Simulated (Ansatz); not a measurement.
Level of theory: DFT PBE, scalar-relativistic, plane waves, PAW (Ansatz). All cells share a 420 eV cutoff and Γ-centred k meshes spaced about 0.3 Å⁻¹ or finer (0.25 for metals, 2π included). Collinear spin where magnetic atoms keep a moment.

Temperature and zero-point effects are left out.

Two forms of FeBr₄ were relaxed alike.

A. (ferromagnetic moments up to 3.1 μB)

Space group P-43m (No. 215). a = 5.784 Å, b = 5.784 Å, c = 5.784 Å, α = 90.00°, β = 90.00°, γ = 90.00°
```tsv
atom	site	symmetry	x	y	z
Fe	1a	-43m	0.0000	0.0000	0.0000
Br	4e	.3m	0.2279	0.7721	0.7721
```

B. (ferromagnetic moments up to 3.1 μB)

Space group F-43m (No. 216). a = 10.562 Å, b = 10.562 Å, c = 10.562 Å, α = 90.00°, β = 90.00°, γ = 90.00°
| atom | site | symmetry | x | y | z |
| --- | --- | --- | --- | --- | --- |
| Fe | 4c | -43m | 0.2500 | 0.2500 | 0.2500 |
| Br | 16e | .3m | 0.3747 | 0.3747 | 0.1253 |

Problem. Which is lower in energy, and by how much?

Solution. B is lower, by 6 meV/atom. A has space group P-43m (No. 215), 38.7 Å³/atom and no gap on its mesh; B has space group F-43m (No. 216), 58.9 Å³/atom and no gap. Counting Br atoms around Fe (those within 1.25 times the shortest such distance or 1.15 times the sum of covalent radii), A and B both have Fe 4. Both come from trial cells of a structure search.

For metals, differences of a few meV/atom aren't resolved. No dispersion correction is applied, so the spacing and binding between layers, chains or molecules are poorly described (P-43m, F-43m), and this can change margins and order among such cells. No Hubbard U is applied to the open shell of Fe. The magnetic state reached may not be the lowest. In such compounds a missing gap is often an artefact of a semilocal functional without U, since the open shell pins the Fermi level. Cells relaxed within their symmetry can be saddle points. Some structure types and database cells were kept out of the candidates from the start, so a known form may be missing.
